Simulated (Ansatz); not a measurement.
This run works on a generated trial structure, not on a known crystal.

Input and command of a plane-wave DFT calculation in Ansatz:

```yaml
crystal:
  lattice:
    - [5.52409661, 0.0, 0.0]
    - [0.0, 5.52409661, 0.0]
    - [0.0, 0.0, 7.32807946]
  atoms:
    - { symbol: Rb, position: [0.0, 0.5, 0.32039528] }
    - { symbol: Rb, position: [0.5, 0.0, 0.32039528] }
    - { symbol: Rb, position: [0.5, 0.5, 0.44543263] }
    - { symbol: Sc, position: [0.0, 0.5, 0.95093622] }
    - { symbol: Sc, position: [0.5, 0.0, 0.95093622] }
    - { symbol: "N", position: [0.0, 0.5, 0.56778432] }
    - { symbol: "N", position: [0.5, 0.0, 0.56778432] }
    - { symbol: "N", position: [0.5, 0.5, 0.73715668] }
basis:
  ecutwfc: 420
kpoints:
  mp_grid: { grid: [2, 2, 2] }
hamiltonian:
  xc: pbe
scf:
  occupations: { method: gaussian, width: 0.15 }
  lower_state_search: "off"
output:
  forces: true
  stress: true
  eigenvalues: true
relax:
  adjacent_minimum: "off"
  f_tol: 0.08
  max_steps: 16
  cell: { stress_tol: 0.8 }
```

```bash
ansatz run input.yaml --threads 1 --pin off --max-ram 2560MiB --backend cpu --events-out ev --progress --plain --runs-dir out
```

Processor: Arm Neoverse N1, 1 thread, on a host shared with other jobs.

Question: How long does it run, and how much memory does it take?

Answer: About 94 s, peak memory 0.45 GiB. It solves 40 bands at 6 k points (after reduction by symmetry) with about 4011 plane waves (on the last cell), in 113 SCF iterations over 13 ionic steps.
